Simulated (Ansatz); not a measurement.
## Data sheet: BiTe (DFT)

BiTe:
```xyz
2
Lattice="2.4114 1.3922 3.2949 -2.4114 1.3922 3.2949 0.0000 -2.7845 3.2949" Properties=species:S:1:pos:R:3 pbc="T T T"
Bi     0.0000     0.0000     4.9424
Te     0.0000     0.0000     0.0000
```

Space group R-3m (No. 166); conventional cell a = 4.823 Å, b = 4.823 Å, c = 9.885 Å, α = 90.00°, β = 90.00°, γ = 120.00°.

Method: the program Ansatz at the r²SCAN level (PAW). The cell and atoms are relaxed at this level. Other levels are named where they apply.

**Cell and energy**

```yaml
volume_per_atom: 33.19 Å³
density: 8.42 g/cm³
Formation energy from the elements (no fitted shifts): -0.059 eV/atom
```

**Electronic structure**

```yaml
electronic_character: metallic (no gap)
Density of states at the Fermi level: 0.65 states/eV per atom (mean over ±0.08 eV)
Gap with spin–orbit coupling: none (metallic)
```

**Mechanics**

```yaml
Bulk modulus (Birch–Murnaghan fit): 44.7 GPa
Pressure derivative B′: 5.0
Elastic constants (relaxed ions, GPa): C11 = 84.6, C12 = 46.9, C13 = 40.7, C14 = -20.1, C33 = 45.4, C44 = 29.0
mechanical_stability: stable (all eigenvalues of C positive)
```

**Phonons**

```yaml
highest_zone_centre_frequency: 89 cm^-1
zone_centre_stability: no imaginary mode at Γ
```

**Charges**

```yaml
bader_charges: Bi +0.48, Te -0.48 e
```

The workflow started from a Materials Project entry (that database holds measured and hypothetical structures alike); the Crystallography Open Database copy checked does not list it. COD files the formula under space group No. 164, 225. Its standing as an ambient phase is unchecked. The cell was relaxed with r²SCAN under the symmetry of its start. With an odd number of electrons in the cell and no spin polarisation, the count alone makes it a metal. As this level gives no gap, shear constants depend on the k-mesh and smearing (Fermi–Dirac, 0.1 eV here). As this level gives no gap, phonon frequencies hold no LO–TO term and depend on the k-mesh and smearing (Fermi–Dirac, 0.1 eV here). The references are the lowest solids computed at this level, not always the standard phases. Spin–orbit coupling is left out wherever it is not named.

Potentials: the later of the program's two PAW sets.
